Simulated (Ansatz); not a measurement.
Input file for Ansatz (a first-principles code):

Ansatz 0.2 input:
```yaml
crystal:
  lattice:
    - [3.9196489649, 0.0, 0.0]
    - [0.0, 3.9196489649, 0.0]
    - [0.0, 0.0, 3.999154806]
  atoms:
    - { symbol: Ta, position: [0.5, 0.5, 0.4086224022] }
    - { symbol: Li, position: [0.0, 0.0, 0.1506409713] }
    - { symbol: O, position: [0.5, 0.5, 0.8664966028] }
    - { symbol: O, position: [0.5, 0.0, 0.3401200119] }
    - { symbol: O, position: [0.0, 0.5, 0.3401200119] }
kpoints:
  mp_grid: { grid: [7, 7, 7] }
hamiltonian:
  xc: pbesol
  pseudopotentials: { azcp: { folder: ./paw }, kind: paw }
scf:
  occupations: { method: fixed }
dielectric: { raman: true }
```

Output (shortened):

```
Pseudopotential: Ta, paw, valence charge 13
Pseudopotential: Li, paw, valence charge 3
Pseudopotential: O, paw, valence charge 6
Functional definition: PBEsol
Crystal: 5 atoms, lattice volume = 61.442 Å³
Basis set: ecut = 420 eV, 1221 PW (Γ), exchange–correlation on 54×54×54 points (8 copies of the dense FFT grid, shifted against one another)
Bands: 22, of which v1, the nominal top of the filled ones, is band 17 counted from 1 (16 counted from 0)
Symmetry: 8 space group operations
k-points: 100 of 343 (irreducible under 2 space group operations, time reversal used)
SCF iter   1: F=—  HF=-11699.101209 eV  |F-HF|=—  |Δ(HF+E_count)|=         —  Δρ=5.94e-2  dr2=2.00e0  ethr=3.10e-3  ⟨swp⟩=3.9  Hψ=8873  notcnv=0  defer=189
preconditioner: auto → Resta (q_TF=auto, 2.472 Å⁻¹)
SCF iter   2: F=—  HF=-11698.781296 eV  |F-HF|=—  |Δ(HF+E_count)|=   3.20e-1  Δρ=3.14e-2  dr2=5.01e-1  ethr=3.10e-3  ⟨swp⟩=2.8  Hψ=4329  notcnv=0  defer=225
SCF iter   3: F=—  HF=-11698.719668 eV  |F-HF|=—  |Δ(HF+E_count)|=   6.16e-2  Δρ=1.38e-2  dr2=1.59e-1  ethr=1.47e-3  ⟨swp⟩=2.1  Hψ=3325  notcnv=0  defer=238
SCF iter   4: F=—  HF=-11698.700739 eV  |F-HF|=—  |Δ(HF+E_count)|=   1.89e-2  Δρ=3.72e-3  dr2=1.21e-2  ethr=4.69e-4  ⟨swp⟩=2.6  Hψ=3969  notcnv=0  defer=290
SCF iter   5: F=—  HF=-11698.709195 eV  |F-HF|=—  |Δ(HF+E_count)|=   8.46e-3  Δρ=2.05e-3  dr2=2.68e-3  ethr=3.57e-5  ⟨swp⟩=2.1  Hψ=3472  notcnv=0  defer=292
SCF iter   6: F=—  HF=-11698.710055 eV  |F-HF|=—  |Δ(HF+E_count)|=   8.60e-4  Δρ=1.23e-3  dr2=7.88e-4  ethr=7.88e-6  ⟨swp⟩=2.0  Hψ=3335  notcnv=0  defer=292
SCF iter   7: F=—  HF=-11698.710500 eV  |F-HF|=—  |Δ(HF+E_count)|=   4.45e-4  Δρ=3.95e-4  dr2=8.70e-5  ethr=2.32e-6  ⟨swp⟩=2.0  Hψ=3128  notcnv=0  defer=284
SCF iter   8: F=—  HF=-11698.710620 eV  |F-HF|=—  |Δ(HF+E_count)|=   1.20e-4  Δρ=7.07e-5  dr2=3.29e-6  ethr=2.56e-7  ⟨swp⟩=2.0  Hψ=3123  notcnv=0  defer=236
SCF iter  11: F=-11698.710631 eV  HF=-11698.710631 eV  |F-HF|=2.07e-10  |Δ(HF+E_count)|=   2.70e-9  Δρ=3.41e-7  dr2=7.44e-11  ethr=1.00e-12  ⟨swp⟩=7.6  Hψ=9618  notcnv=0
SCF 1 converged in 11 iterations: F = -11698.710631 eV  dr2 = 7.44e-11
NSCF: frozen V_eff on 7 k-points
DFPT response loops at Γ: preconditioner auto → none (the input reference at scf.mixing.eps_inf says where Resta's filter doesn't serve); β = 0.50 …
── the response to a field inside a basis, on 10×10×10 k-points: an SCF that follows is theirs, and a resumed run solves both again ──
Crystal: 5 atoms, lattice volume = 61.442 Å³
Bands: 18, of which v1, the nominal top of the filled ones, is band 17 counted from 1 (16 counted from 0)
k-points: 75 of 1000 (time reversal used)
SCF iter   1: F=—  HF=-11698.705551 eV  |F-HF|=—  |Δ(HF+E_count)|=         —  Δρ=2.78e-4  dr2=8.93e-6  ethr=1.00e-1
preconditioner: auto → Resta (q_TF=auto, 2.472 Å⁻¹)
SCF iter   2: F=—  HF=-11698.705552 eV  |F-HF|=—  |Δ(HF+E_count)|=   1.39e-6  Δρ=1.24e-4  dr2=2.74e-6  ethr=2.63e-8
SCF iter   3: F=—  HF=-11698.705553 eV  |F-HF|=—  |Δ(HF+E_count)|=   8.12e-7  Δρ=5.13e-5  dr2=3.74e-7  ethr=8.05e-9
SCF iter   4: F=—  HF=-11698.705553 eV  |F-HF|=—  |Δ(HF+E_count)|=   1.60e-7  Δρ=6.90e-6  dr2=2.99e-8  ethr=1.10e-9
SCF iter   5: F=—  HF=-11698.705553 eV  |F-HF|=—  |Δ(HF+E_count)|=   2.38e-9  Δρ=4.92e-6  dr2=1.37e-8  ethr=8.79e-11
SCF iter   6: F=—  HF=-11698.705553 eV  |F-HF|=—  |Δ(HF+E_count)|=   2.05e-9  Δρ=7.74e-7  dr2=4.47e-10  ethr=4.02e-11
SCF iter   7: F=-11698.705553 eV  HF=-11698.705553 eV  |F-HF|=9.46e-11  |Δ(HF+E_count)|=  1.82e-10  Δρ=1.90e-7  dr2=3.63e-11  ethr=1.32e-12
SCF 1 converged in 7 iterations: F = -11698.705553 eV  dr2 = 3.63e-11
DFPT response loops at Γ: mixed as the last ones told, above
DFPT response loops at Γ: mixed as the last ones told, above
SCF converged after 11 iterations
Free energy (F): -11698.710631 eV
Harris-Foulkes:  -11698.710631 eV  (|F-HF|=2.07e-10)
Internal energy: -11698.710631 eV  (E = F + TS)
E sigma→0 (E₀):  -11698.710631 eV
Fermi energy:    6.169603 eV
--- Per-component energies (eV) ---
  E_band       = -362.189067
  E_kinetic    = 909.036179
  E_local      = -2465.281084  (includes V_loc(G=0)·N_el)
  E_nonlocal   = 132.030358
  E_hartree    = 914.633353
  E_xc         = -538.339874
  E_vxc        = -515.176154  (∫ρ·V_xc dr)
  E_paw        = -8675.574355  (= ΣΔE_a)
  E_vpaw       = -252.067779  (= ΣTr[D̂ρ^β])
  E_aug_tail   = 0.002679  (compensation charges beyond the density's cutoff)
  E_ewald      = -1975.537463
  E_core_change = 0.319577  (= ΣΔE_core)
  E_smearing   =  0.000000  (= −TS)
  E_closure    =  0.000000  (closes the sum)
  Σ components = -11698.710631   (vs F -11698.710631, Δ=0.00e0)
  [band-id]    e_kinetic+e_local+e_nonlocal+2·e_hartree+e_vxc+e_vpaw+e_augmentation_tail = -362.189095   (vs E_band -362.189067, Δ=-2.86e-5)
--- Band table (eV; the first three rows and the last of 100) ---
  k-point 0: bands = ["-61.0059", "-37.2109", "-27.6170", "-27.6170", "-27.5857", "-11.5768", "-10.8442", "-10.2891", "2.9289", "2.9289", "3.5293", "4.7852", "4.7852", "4.8279", "4.9889", "4.9889", "5.3489", "8.4579", "9.8781", "9.8781", "11.0746", "13.5751"]
  k-point 1: bands = ["-61.0059", "-37.2109", "-27.6163", "-27.6163", "-27.6012", "-11.5336", "-10.8410", "-10.1427", "2.8765", "2.8765", "3.1387", "4.5594", "4.5594", "4.7754", "4.8107", "5.0945", "5.0945", "8.4711", "10.2734", "10.2734", "11.3515", "13.5882"]
  k-point 2: bands = ["-61.0059", "-37.2108", "-27.6356", "-27.6148", "-27.6148", "-11.4571", "-10.8338", "-9.7575", "2.0161", "2.7411", "2.7411", "4.1481", "4.2909", "4.2909", "4.6613", "5.1644", "5.1644", "8.5011", "11.1546", "11.1546", "12.0035", "13.6152"]…
  k-point 99: bands = ["-61.0053", "-37.2095", "-27.7151", "-27.7151", "-27.5920", "-10.2692", "-10.0088", "-9.9981", "0.6908", "0.8375", "1.1138", "2.9735", "3.0278", "4.0840", "5.1453", "5.1571", "5.6536", "11.4639", "11.5228", "12.2889", "13.9749", "14.6980"]
--- Dielectric response (ions clamped): 3 representative field directions + reference, inside a basis on a mesh of 1000 k-points (Σ response iterations 21) ---
  ε∞ (high-frequency dielectric tensor):
        4.552320     0.000000     0.000000
        0.000000     4.552320     0.000000
        0.000000     0.000000     4.360061
  Born effective charges Z* (e; rows j = field, columns β = displacement):
    site 0:
         7.58990    0.00000    0.00000
         0.00000    7.58990    0.00000
         0.00000    0.00000    6.81774
    site 1:
         1.10605    0.00000    0.00000
         0.00000    1.10605    0.00000
         0.00000    0.00000    1.01680
    site 2:
        -1.26602    0.00000    0.00000
         0.00000   -1.26602    0.00000
         0.00000    0.00000   -5.27702
    site 3:
        -1.65452    0.00000    0.00000
         0.00000   -5.77540    0.00000
         0.00000    0.00000   -1.27876
    site 4:
        -5.77540    0.00000    0.00000
         0.00000   -1.65452    0.00000
         0.00000    0.00000   -1.27876
  Z* charge neutrality: 1.340e-3 e pre-enforcement
  solved inside a basis spanned on kpoints, on 10×10×10 k-points: ε∞ is read to err by 1.2e-2, Z* by 2.5e-2 e (field_mesh: kpoints solves on kpoints) …
  Raman tensors (in the event stream and the table raman_tensors.tsv) …
```

Cost: very roughly 5 core-minutes on shared cores.

Space group P4mm. The start of the workflow was typed in or built on a structure type; neither database checked (COD, Materials Project) lists it. It is not the phase usual at ambient conditions (space group No. 161). Symmetry was held in the PBEsol relaxation; whether a distortion lowers the energy is not shown. No spin polarisation was allowed. Scalar-relativistic: spin–orbit coupling is off unless named, which matters more the heavier the elements.

Potentials: the earlier of the program's two PAW sets. The files were generated under PBE; for other functionals the program regenerates the frozen cores, and for LDA and PBEsol the local potential too.

Ansatz is a plane-wave DFT program.
